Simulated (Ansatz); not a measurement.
What a change of settings does to a run on MgW

The cell is a database entry far from equilibrium at this level of theory, probably a faulty or high-pressure entry; it serves as a test geometry alone. It is an old determination, and later ones may differ.

First run: DFT, PBE, all-electron PAW with datasets made for the crystal, scalar-relativistic (Ansatz 0.2.0).

Command: `ansatz run input.yaml --threads 1 --pin off --max-ram 3072MiB --backend cpu --events-out ev --progress --plain --runs-dir out` The run took 46 s on 1 thread of Arm Neoverse V2 (shared host).

```yaml
crystal:
  lattice:
    - [4.68, 0.0, 0.0]
    - [0.0, 5.66, 0.0]
    - [-0.02834, 0.0, 4.91992]
  atoms:
    - { symbol: Mg, position: [0.5, 0.32, 0.75] }
    - { symbol: Mg, position: [0.5, 0.68, 0.25] }
    - { symbol: W, position: [0.0, 0.818, 0.75] }
    - { symbol: W, position: [0.0, 0.182, 0.25] }
kpoints:
  mp_grid: { grid: [9, 7, 8] }
  band_path:
    path:
      - [0.0, 0.0, 0.0]
      - [0.0, 0.5, 0.0]
      - [0.0, 0.5, 0.5]
      - [0.0, 0.0, 0.5]
      - [0.0, 0.0, 0.0]
      - [-0.5, 0.0, 0.5]
      - [-0.5, 0.5, 0.5]
      - [0.0, 0.5, 0.0]
      - [-0.5, 0.5, 0.0]
    npoints: 8
scf:
  occupations: { method: fermi_dirac, width: 0.08 }
hamiltonian:
  xc: pbe
  pseudopotentials: { kind: all_electron, datasets: crystal }
output:
  forces: true
  stress: true
  eigenvalues: true
  efg: { contact_densities: true }
```

Result: converged; pressure -20.5 GPa; largest force 2.769 eV/Å; no gap on the k mesh; 11 SCF iterations.

Spin–orbit coupling is left out, though it moves levels of the heavy atoms by tenths of an eV or more.

The input is then changed:

```diff
@@ -10,5 +10,5 @@
     - { symbol: W, position: [0.0, 0.182, 0.25] }
 kpoints:
-  mp_grid: { grid: [9, 7, 8] }
+  mp_grid: { grid: [14, 10, 12] }
   band_path:
     path:
@@ -26,5 +26,5 @@
   occupations: { method: fermi_dirac, width: 0.08 }
 hamiltonian:
-  xc: pbe
+  xc: lda
   pseudopotentials: { kind: all_electron, datasets: crystal }
 output:
@@ -33,3 +33,4 @@
   eigenvalues: true
   efg: { contact_densities: true }
+accuracy: medium
```

What does the second run give?

It converged; pressure -22.3 GPa; largest force 2.937 eV/Å; no gap on the k mesh; 11 SCF iterations.
